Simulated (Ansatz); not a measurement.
A distorted cell of MoTe₂ (space group P2_1/m):

```yaml
crystal:
  lattice:
    - [6.37189, 0.00000, 0.00000]
    - [0.00000, 3.51907, 0.00000]
    - [-0.69324, 0.00000, 14.28626]
  atoms:
    - { symbol: Te, position: [0.56413, 0.75000, 0.35684] }
    - { symbol: Te, position: [0.43587, 0.25000, 0.64316] }
    - { symbol: Te, position: [0.58408, 0.25000, 0.10077] }
    - { symbol: Te, position: [0.41592, 0.75000, 0.89923] }
    - { symbol: Te, position: [0.09310, 0.75000, 0.14331] }
    - { symbol: Te, position: [0.90690, 0.25000, 0.85669] }
    - { symbol: Mo, position: [0.32090, 0.75000, 0.50691] }
    - { symbol: Mo, position: [0.67910, 0.25000, 0.49309] }
    - { symbol: Te, position: [0.06121, 0.25000, 0.39909] }
    - { symbol: Te, position: [0.93879, 0.75000, 0.60091] }
    - { symbol: Mo, position: [0.18062, 0.25000, 0.00730] }
    - { symbol: Mo, position: [0.81938, 0.75000, 0.99270] }
```

All values below come from r2SCAN+rVV10 (plane waves to 500 eV, PAW, scalar-relativistic; Ansatz, a program for electronic structure). k mesh 6×11×3 (Γ-centred), Fermi-Dirac smearing 0.05 eV. Energies are smeared free energies. Compression counts positive. At this level the bands of MoTe2 touch or barely overlap. MoTe2 is run without spin polarisation. MoTe2 was relaxed with its symmetry unable to fall. Spin-orbit coupling is left out, though Te is heavy.

Question: What is the stress tensor (GPa)?

Answer: 
```
   -1.6      0.0      0.0
    0.0     -1.4      0.0
    0.0      0.0     -0.5
```
The pressure, a third of the trace, is -1.2 GPa.

Question: It is the relaxed cell scaled evenly to V/V₀ = 1.024, atoms relaxed where free. What is its energy relative to the relaxed cell?

Answer: 2 meV/atom.

(A scan under strain: stresses follow from slopes of the energy per volume, elastic moduli from its curvatures.)
